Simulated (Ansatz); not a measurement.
## Ga (alpha)

The computed numbers are results of PBEsol, scalar-relativistic (no spin polarisation) in the plane-wave PAW code Ansatz at 420 eV, 12×12×10 k-mesh, Gaussian smearing of 0.05 eV. The datasets are Ansatz's generated set soft_2.

```cif
data_structure
_symmetry_space_group_name_H-M 'Cmce'
_symmetry_Int_Tables_number 64
_cell_length_a 4.4668
_cell_length_b 7.6017
_cell_length_c 4.4899
_cell_angle_alpha 90.000
_cell_angle_beta 90.000
_cell_angle_gamma 90.000
_cell_volume 152.46
loop_
_atom_site_label
_atom_site_type_symbol
_atom_site_symmetry_multiplicity
_atom_site_Wyckoff_symbol
_atom_site_fract_x
_atom_site_fract_y
_atom_site_fract_z
_atom_site_occupancy
Ga1 Ga 8 f 0.50000 0.15604 0.58211 1
```

Q: Which orbitals carry the states at the Fermi level, and how many states are there?

A: Within 0.1 eV of it: Ga 4p 83 %, Ga 4s 17 % (shares among the projected shells). The density of states at the Fermi level is about 0.66 states/eV per cell, averaged over 0.3 eV.

Density of states (tetrahedra, averaged over 0.4 eV; states/eV per cell of 4 atoms; energy in eV from the Fermi level; projections on Löwdin-orthogonalised atomic orbitals, summed over sites):

```
    E  total  Ga 4p  Ga 4s
-5.65   1.20   0.61   0.57
-5.25   1.23   0.63   0.58
-4.85   1.17   0.60   0.56
-4.45   1.10   0.55   0.53
-4.05   0.93   0.50   0.42
-3.65   1.01   0.64   0.36
-3.25   1.42   0.96   0.44
-2.85   1.37   0.99   0.36
-2.45   1.35   1.04   0.29
-2.05   1.50   1.22   0.26
-1.65   1.88   1.58   0.27
-1.25   2.01   1.73   0.25
-0.85   1.60   1.37   0.20
-0.45   1.25   1.05   0.17
-0.05   0.73   0.60   0.12
 0.35   0.74   0.56   0.16
 0.75   1.54   1.00   0.48
 1.15   2.17   1.34   0.73
 1.55   1.81   1.21   0.53
 1.95   1.44   0.98   0.39
 2.35   1.67   1.16   0.42
 2.75   1.83   1.30   0.42
 3.15   1.93   1.37   0.43
 3.55   1.77   1.28   0.35
```
